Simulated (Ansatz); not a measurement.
## Au: frozen-core PAW against all-electron methods

```
CELL_PARAMETERS angstrom
2.90000 0.00000 0.00000
-1.45000 2.51147 0.00000
0.00000 0.00000 4.88000
ATOMIC_POSITIONS crystal
Au 0.33333 0.66667 0.75000
Au 0.66667 0.33333 0.25000
```

Atom numbers follow the list: Au1, Au2.

Conventional cell: a = 2.900 Å, b = 2.900 Å, c = 4.880 Å, α = 90.00°, β = 90.00°, γ = 120.00°. Au (atom 1) is surrounded by 12 Au at 2.90 to 2.96 Å.

The geometry is COD entry 1545302, unchecked; take it as a test cell.

Spin–orbit coupling is left out, though it moves levels of the heavy atoms by tenths of an eV or more.

Methods: DFT, LDA, PAW with Ansatz's default frozen-core files, scalar-relativistic (Ansatz 0.2.0); DFT, LDA, all-electron PAW with datasets made for the crystal, scalar-relativistic (Ansatz 0.2.0); DFT, LDA, all-electron LAPW, scalar-relativistic (Ansatz 0.2.0).

For PAW: a Γ-centred 14×14×8 k mesh, Fermi–Dirac smearing of 0.03 eV, cutoff 420 eV, no spin polarisation; the PAW files were made with PBE, and the program remakes their frozen cores for this functional. The crystal-made all-electron datasets (AE datasets) take a cutoff of 260 eV at this cell. LAPW targets a basis error of 0.25 meV/atom. The Ansatz runs share mesh, smearing and spin set-up. Plane-wave (PAW) pressures include the program's estimate of the Pulay term.

Stress and pressure are positive in compression.

Spin–orbit coupling is left out, which moves gradients at and beside heavy atoms by some per cent and at worst by a factor of two.

In a metal, gradients converge slowly with the k mesh: the values move by tens of per cent from one mesh to another, at times in sign, so only the comparison on one mesh counts.

Levels count from the Fermi level.

| quantity | PAW | AE datasets | LAPW |
| --- | --- | --- | --- |
| pressure (GPa) | -10.70 | -10.70 | -10.70 |
| stress xx (GPa) | -10.74 | -10.74 | -10.74 |
| stress zz (GPa) | -10.62 | -10.61 | -10.61 |
| highest filled level at Γ (eV) | -0.999 | -1.000 | -1.000 |
| lowest empty level at Γ (eV) | 2.430 | 2.429 | 2.429 |
| highest filled level at K (eV) | -2.277 | -2.277 | -2.277 |
| lowest empty level at K (eV) | 2.213 | 2.211 | 2.211 |
| highest filled level at L (eV) | -1.688 | -1.687 | -1.687 |
| lowest empty level at L (eV) | 0.518 | 0.518 | 0.518 |
| field gradient Vzz at Au1 (10²¹ V/m²) | 0.99 | 1.03 | – |

PAW's pressure differs from the LAPW value by about 0.01 GPa or less.
